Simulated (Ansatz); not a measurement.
BP (zinc blende), relaxed with r²SCAN (Ansatz, a quantum-chemistry and plane-wave program, plane waves, PAW): a = b = c = 4.5364 Å, α = β = γ = 90.00°.

```
Item                                  Result
------------------------------------  ------
gap (eV)                                1.41
ΔH_f (eV/atom)                         -0.48
B₀ by P(V) fit (GPa)                     169
K_Hill (GPa)                             169
G_Hill (GPa)                             174
ε∞                                      8.74
ε0                                      8.83
highest Γ mode, no LO–TO term (cm⁻¹)     819
electron conductivity mass (mₑ)         0.30
Θ_D (K)                                 1100
```

Q: The same phase is relaxed and computed with LDA in the same code. What are the cell and these values now?

A: a = 4.4907 Å, b = 4.4907 Å, c = 4.4907 Å, α = 90.00°, β = 90.00°, γ = 90.00°.

gap (eV): 1.14
ΔH_f (eV/atom): -0.45
B₀ by P(V) fit (GPa): 176
K_Hill (GPa): 176
G_Hill (GPa): 169
ε∞: 9.18
ε0: 9.35
highest Γ mode, no LO–TO term (cm⁻¹): 821
electron conductivity mass (mₑ): 0.31
Θ_D (K): 1080

All cells were relaxed under the symmetry of their starts (and spin orders); stability against distortions was not tested throughout.

Potentials: the earlier of the program's two PAW sets.

Ansatz is a plane-wave DFT program.

Formation energies count from the lowest solids of the elements computed at the same level, not from gases.
